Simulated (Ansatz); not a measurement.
### Question
C (fcc (Cu type), Fm-3m) is relaxed with DFT-LDA in the program Ansatz with PAW potentials. What lattice parameters of the conventional cell result?

### Answer
a = 3.010 Å.

### Question
Is it a metal or does it have a gap at this level?

### Answer
No gap at this level.

The start of the workflow was typed in or built on a structure type; neither database checked (COD, Materials Project) lists it. It is not the phase usual at ambient conditions (space group No. 194, 227). Symmetry was held in the LDA relaxation. At this level the phase is mechanically unstable. The volume moved by -40 % from the start of the relaxation.

Potentials: the later of the program's two PAW sets.
